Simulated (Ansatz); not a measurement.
Polymorphs of TaP, each relaxed with PBEsol (plane waves, PAW; program Ansatz):

A: I4_1md
a = 3.3101 Å, b = 3.3101 Å, c = 11.2766 Å, α = 90.00°, β = 90.00°, γ = 90.00°

| atom | site | symmetry | x | y | z |
|---|---|---|---|---|---|
| Ta | 4a | 2mm. | 0.0000 | 0.0000 | 0.9994 |
| P | 4a | 2mm. | 0.0000 | 0.0000 | 0.4166 |

B: P-6m2
a = b = 3.283 Å, c = 3.317 Å, α = β = 90.00°, γ = 120.00°

| atom | site | symmetry | x | y | z |
|---|---|---|---|---|---|
| Ta | 1e | -6m2 | 0.6667 | 0.3333 | 0.0000 |
| P | 1b | -6m2 | 0.0000 | 0.0000 | 0.5000 |

Question: Rank these by energy per atom at 0 K (lowest first), as PBEsol gives it.

Answer: A (+0 meV/atom), B (+7 meV/atom)

Standing as an ambient phase not checked: A; B. All cells were relaxed under the symmetry of their starts (and spin orders); stability against distortions was not tested throughout. Named crystals with no word on spin ran without spin polarisation. Scalar-relativistic: spin–orbit coupling is off unless named, which matters more the heavier the elements.

Energies hold the estimated change up to a 700 eV cutoff; steps of a few meV lie near the error of the meshes.

Potentials: the earlier of the program's two PAW sets. The files were generated under PBE; for other functionals the program regenerates the frozen cores, and for LDA and PBEsol the local potential too.
